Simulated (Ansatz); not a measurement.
**Run record: phonons of Na (P6_3/mmc)**

Computed with PBEsol, all-electron LAPW in Ansatz 0.2.0, scalar-relativistic; not a measurement.

Cell and atoms were relaxed beforehand by PAW with this functional.

The structure is one entry of a database and needn't be the stable phase.

Launched as:

```sh
ansatz run input.yaml --threads 1 --pin off --max-ram 3072MiB --backend cpu --events-out ev --progress --plain --runs-dir out
```

input.yaml:

```yaml
crystal:
  lattice:
    - [3.72449027313, 0.0, 0.0]
    - [-1.86224513656, 3.22550319268, 0.0]
    - [0.0, 0.0, 6.0514694381]
  atoms:
    - { symbol: Na, position: [0.333333333333, 0.666666666667, 0.25] }
    - { symbol: Na, position: [0.666666666667, 0.333333333333, 0.75] }
kpoints:
  mp_grid: { grid: [12, 12, 8] }
scf:
  occupations: { method: fermi_dirac, width: 0.1 }
hamiltonian:
  xc: pbesol
  pseudopotentials: { kind: all_electron, lapw: { basis_error: 0.001 } }
phonons:
  qmesh: [2, 2, 2]
  qpath:
    path:
      - [0.0, 0.0, 0.0]
      - [0.5, 0.0, 0.0]
      - [0.3333333333, 0.3333333333, 0.0]
      - [0.0, 0.0, 0.0]
      - [0.0, 0.0, 0.5]
      - [0.5, 0.0, 0.5]
      - [0.3333333333, 0.3333333333, 0.5]
      - [0.0, 0.0, 0.5]
      - [0.5, 0.0, 0.5]
    npoints: 6
  temperatures: { t_min: 0, t_max: 1000, t_step: 100 }
```

The program printed:

```
Warning: RAYON_NUM_THREADS=1 ignored (pool sized by the plan → 1); use --threads N
LAPW: plane waves up to 4.638 Å⁻¹, error target 1.0e-3 eV per atom; small_component_spin mean_spin; Na in spheres of 1.800 Å, 9 of its electrons in bands, Dirac shells [] (how accurate: ...
Engine: ansatz 0.2.0, aarch64-unknown-linux-gnu
Pseudopotentials: kind: all_electron
Pseudopotential: Na, LAPW, valence charge 9, lapw/all_electron/scalar/gaussian/Na, Koelling and Harmon's equation, gaussian nucleus
Functional definition: PBEsol
  exchange = pbesol_x
  correlation = pbesol_c
Crystal: 4 atoms, lattice volume = 145.397 Å³
Basis set: ecut = 81.95853286859631 eV, 257 PW (Γ), FFT grids on a1, a1+a2, a3, exchange–correlation at level 2
Bands: 26, of which v1, the nominal top of the filled ones, is band 18 counted from 1 (17 counted from 0)
Symmetry: 16 space group operations
k-points: 125 of 576
Non-local potential: Na, projectors of the file, none
Initial density: superposition of atomic densities (chi_scale 0.1, normalization cell)
Initial wavefunctions: plane waves of lowest kinetic energy (no species holds an atomic orbital)
[... 144 lines left out ...]
  symmetry images taken by strict's conditions (phonons.symmetry_images: auto; settled by no image being taken that strict refuses)
  supercell 2 (2 cells, vectors [1, 0, 0], [0, 2, 0], [0, -3, 1] in multiples of the cell's): 2 displaced members by 0.01 Å; free energy -17638.172700 eV; taken off its force constants: by the sum rule 1.3e-5, by the ...
  symmetry images taken by strict's conditions (phonons.symmetry_images: auto; settled by no image being taken that strict refuses)
  supercell 3 (2 cells, vectors [1, 0, 0], [0, 1, 0], [0, 0, 2] in multiples of the cell's): 2 displaced members by 0.01 Å; free energy -17638.172700 eV; taken off its force constants: by the sum rule 3.9e-5, by the ...
  symmetry images taken by strict's conditions (phonons.symmetry_images: auto; settled by no image being taken that strict refuses)
  q = [0.0000, 0.0000, 0.0000] (star 1, supercell 1; hermiticity 2.35e-74, symmetrization 2.11e-5): -0.00 0.00 0.00 56.33 56.33 133.84
  q = [0.0000, 0.0000, -0.5000] (star 1, supercell 3; hermiticity 1.22e-16, symmetrization 4.37e-16): 39.91 39.91 39.91 39.91 95.36 95.36
  q = [0.0000, -0.5000, 0.0000] (star 3, supercell 1; hermiticity 1.91e-16, symmetrization 5.91e-16): 55.14 71.49 96.40 112.03 122.72 125.93
  q = [0.0000, -0.5000, -0.5000] (star 3, supercell 2; hermiticity 1.93e-16, symmetrization 4.53e-16): 79.08 79.08 79.12 79.12 131.97 131.97
  joined force constants: q→R imaginary residual 1.34e-17
  density of states and harmonic sums: on the 20×20×10 q-mesh, interpolated from the force constants of a 2×2×2 supercell (no non-analytic term)
  largest difference from the sums on the solved wave vectors: F 7.84e-2 eV, S 1.11e-4 and C_V 3.23e-5 eV/K
```

Self-consistency was reached.

Zone-centre phonons:

Harmonic phonons of a crystal by Kohn-Sham DFT at the given cell, standard atomic masses, acoustic sum rule imposed; negative wavenumbers are unstable modes; optical zone-centre levels upwards with Mulliken labels, activity, and the element with most of the kinetic energy.

| Item | Value |
| --- | --- |
| Point group | 6/mmm |

| number | phonon wavenumber (cm⁻¹) | label | infrared | raman | lead element |
| --- | --- | --- | --- | --- | --- |
| 1 | 56.3 | E2g | no | yes | Na |
| 2 | 133.8 | B1g | no | no | Na |

**Phonons on the q mesh**

One row a degenerate set, branches counted upwards.

```
Unstable phonons : no
```

```tsv
point	q a (r.l.u.)	q b (r.l.u.)	q c (r.l.u.)	branch	phonon wavenumber (cm⁻¹)	degeneracy
Gamma	0	0	0	4	56.3	2
Gamma	0	0	0	6	133.8	1
M	0.5	0	0	1	55.1	1
M	0.5	0	0	2	71.5	1
M	0.5	0	0	3	96.4	1
M	0.5	0	0	4	112	1
M	0.5	0	0	5	122.7	1
M	0.5	0	0	6	125.9	1
A	0	0	0.5	1	39.9	4
A	0	0	0.5	5	95.4	2
L	0.5	0	0.5	1	79.1	2
L	0.5	0	0.5	3	79.1	2
L	0.5	0	0.5	5	132	2
```

### Harmonic thermodynamics

Sums over wave vectors interpolated from the q mesh.

* Zero point energy: 16.47 meV/atom

| temperature (K) | phonon heat capacity (k_B/atom) | phonon entropy (k_B/atom) | phonon free energy (meV/atom) |
| --- | --- | --- | --- |
| 100 | 2.602 | 2.65 | 6.7 |
| 200 | 2.892 | 4.574 | -25.24 |
| 300 | 2.951 | 5.76 | -70.09 |
| 400 | 2.972 | 6.612 | -123.6 |
| 500 | 2.982 | 7.277 | -183.5 |
| 600 | 2.987 | 7.821 | -248.6 |
| 700 | 2.991 | 8.282 | -318.1 |
| 800 | 2.993 | 8.681 | -391.2 |
| 900 | 2.994 | 9.034 | -467.6 |
| 1000 | 2.995 | 9.349 | -546.8 |

Known limits: responses of metals move with mesh and smearing; activity by symmetry alone, a metal screens infrared modes; coarse q mesh.

Time and hardware: 5.3 min on 1 thread of Arm Neoverse V2, on a shared host, peak memory 0.75 GiB.
